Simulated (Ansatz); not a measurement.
Rb₂ScAgF₆:
```yaml
crystal:
  lattice:
    - [0.00000, 4.30074, 4.30074]
    - [4.30074, 0.00000, 4.30074]
    - [4.30074, 4.30074, 0.00000]
  atoms:
    - { symbol: Rb, position: [0.75000, 0.75000, 0.75000] }
    - { symbol: Rb, position: [0.25000, 0.25000, 0.25000] }
    - { symbol: Sc, position: [0.00000, 0.00000, 0.00000] }
    - { symbol: Ag, position: [0.50000, 0.50000, 0.50000] }
    - { symbol: F, position: [0.76991, 0.23009, 0.23009] }
    - { symbol: F, position: [0.23009, 0.76991, 0.76991] }
    - { symbol: F, position: [0.23009, 0.76991, 0.23009] }
    - { symbol: F, position: [0.76991, 0.23009, 0.76991] }
    - { symbol: F, position: [0.23009, 0.23009, 0.76991] }
    - { symbol: F, position: [0.76991, 0.76991, 0.23009] }
```

Relaxed with LDA.

### Question
Give the optical modes at the zone centre with their infrared and Raman activity from DFPT, DFT-LDA in the program Ansatz with PAW potentials.

### Answer
Transverse frequencies, without the LO–TO term; a row sums one degenerate level.

```csv
ω (cm⁻¹),degeneracy,IR ((D/Å)²/amu),Raman (Å⁴/amu),activity,symmetry
70i,3,0.00,0,silent,T1g
65,3,0.00,0.12,Raman,T2g
66,3,7.44,0,IR,T1u
90,3,0.00,0,silent,T2u
106,3,7.64,0,IR,T1u
203,3,0.00,5.5,Raman,T2g
257,3,1.73,0,IR,T1u
406,2,0.00,1.2,Raman,Eg
495,3,51.16,0,IR,T1u
560,1,0.00,76,Raman,A1g
```

### Question
How high does the top mode go among those that the LO–TO term moves?

### Answer
585 cm⁻¹ for q along x.

Space group Fm-3m. The first step of the workflow began from a Materials Project structure, measured or hypothetical; the Crystallography Open Database copy checked does not list it. Whether it is the stable phase at ambient conditions was not checked. Symmetry was held in the LDA relaxation. At this level the phase is dynamically unstable (imaginary phonons). The run is not spin-polarised.

Potentials: the later of the program's two PAW sets.
